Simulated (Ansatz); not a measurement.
This Sc5Al structure is the end of a relaxation. The cell was found from a structure generator's guess, not taken from experiment.

Computed with Ansatz 0.2.0, DFT PBE, scalar-relativistic, plane waves, PAW. Cutoff 420 eV, Γ-centred mesh, Gaussian smearing, no spin polarisation.

```yaml
crystal:
  lattice:
    - [5.59123, 0.00000, 0.00000]
    - [-2.79562, 4.84215, 0.00000]
    - [0.00000, 0.00000, 5.06475]
  atoms:
    - { symbol: Sc, position: [0.00000, 0.68504, 0.00000] }
    - { symbol: Sc, position: [0.68504, 0.00000, 0.00000] }
    - { symbol: Sc, position: [0.31496, 0.31496, 0.00000] }
    - { symbol: Sc, position: [0.33333, 0.66667, 0.50000] }
    - { symbol: Sc, position: [0.66667, 0.33333, 0.50000] }
    - { symbol: Al, position: [0.00000, 0.00000, 0.50000] }
```

Formation energies are uncorrected and refer to the elements' standard structures at the same level.

Task: What space group does it have?

Result: P-62m (No. 189), with Sc and Al ordered on hcp sites. Conventional cell: a = 5.591 Å, c = 5.065 Å. Sc on a site of symmetry m2m is surrounded by 10 Sc at 3.05–3.32 Å and 2 Al at 3.08 Å; Sc on a site of symmetry -6 is surrounded by 9 Sc at 3.18–3.23 Å and 3 Al at 3.23 Å; around Al lie 12 Sc at 3.08–3.23 Å.

Task: What is its formation energy per atom?

Result: −0.11 eV/atom. It lies below the elements, which doesn't yet make it stable against other compounds or structures.

Task: Is it a metal?

Result: Yes, bands cross the Fermi level on the 12×12×8 mesh.

The last run used a 12×12×8 mesh (in the run's order of axes) for its 6-atom cell and Gaussian smearing of 0.10 eV. The cell is a metal run without spin, though a test with spin on the coarse mesh kept 0.4 μB a cell, so a magnetic state probably lies lower. A later test with randomly moved atoms came back to the same energy, though modes that don't fit the test's cell weren't probed.
